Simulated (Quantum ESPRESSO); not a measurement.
Empty bands for a GW run on MgS (rock salt, space group Fm-3m, No. 225): 82 bands on a 6×6×6 mesh, PBEsol, PseudoDojo standard norm-conserving files, scalar-relativistic, Quantum ESPRESSO. The input, in which only the diagonalization keyword changes:

```
&CONTROL
  calculation = 'nscf'
  pseudo_dir = './pseudo'
  outdir = './out'
/
&SYSTEM
  ibrav = 0
  nat = 2
  ntyp = 2
  ecutwfc = 84.0
  ecutrho = 336.0
  occupations = 'fixed'
  force_symmorphic = .true.
  nbnd = 82
/
&ELECTRONS
  conv_thr = 2e-09
  diago_full_acc = .true.
  diago_thr_init = 1e-08
  diagonalization = 'david'
/
ATOMIC_SPECIES
Mg 24.3050 Mg.upf
S 32.0600 S.upf
CELL_PARAMETERS angstrom
  0.000000000000   2.591549670000   2.591549670000
  2.591549670000   0.000000000000   2.591549670000
  2.591549670000   2.591549670000   0.000000000000
ATOMIC_POSITIONS crystal
Mg   0.000000000000   0.000000000000   0.000000000000
S   0.500000000000   0.500000000000   0.500000000000
K_POINTS automatic
6 6 6 0 0 0
```

| diagonalization | mean iterations per k point | rough time | largest change of an eigenvalue (eV) |
|---|---|---|---|
| david | 21 | 1 | – |
| cg | 37 | within a factor of two | 3e-07 |
| paro | 15 | within a factor of two | 1e-08 |

An iteration means different work in each solver, so the counts don't rank them. Times are rough ratios from shared machines.

Geometry relaxed with PBEsol.
